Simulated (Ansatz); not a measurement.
## SnO₂: energy along a strain

SnO₂, P4_2/mnm, a = 4.828 Å, c = 3.238 Å. Ansatz: PBE, PAW, 420 eV, Γ-centred 6×6×8 mesh on 6 atoms, Gaussian smearing 0.05 eV; no spin polarisation. Cell vectors (Å): 4.828 0.000 0.000; 0.000 4.828 0.000; 0.000 0.000 3.238. The cell is strained by x per cent times the pattern (1 1 0 0 0 0) in the order xx yy zz yz xz xy (engineering shears), with fractional coordinates held. y is the free energy over the start, V0 = 12.578 Å³/atom.

```tsv
x (%)	y (meV/atom)
-6.00	121.83
-4.50	65.22
-3.00	27.60
-1.50	?
0.00	0.00
1.50	5.98
3.00	22.85
4.50	49.06
5.25	65.25
6.00	83.22
```

Q: Fit y = c2 x² + c3 x³ to the other rows, get the stiffness along the pattern, and predict the missing energy.

A: Least squares on the rows shown. y = 2.8392 x² − 0.089353 x³. The clamped-ion stiffness p·C·p = 2 × 28.39 eV × 160.2 / 12.578 Å³ = 723 GPa. At x = -1.50 the fit asked for gives 6.69 meV/atom. The run gave 6.52 meV/atom, so the fit is 0.17 meV/atom too high, within the rms miss on the fitted rows (0.29 meV/atom).

Cost: 10 runs of about 1.3 core-minutes in all, on Arm Neoverse V1 (shared hosts).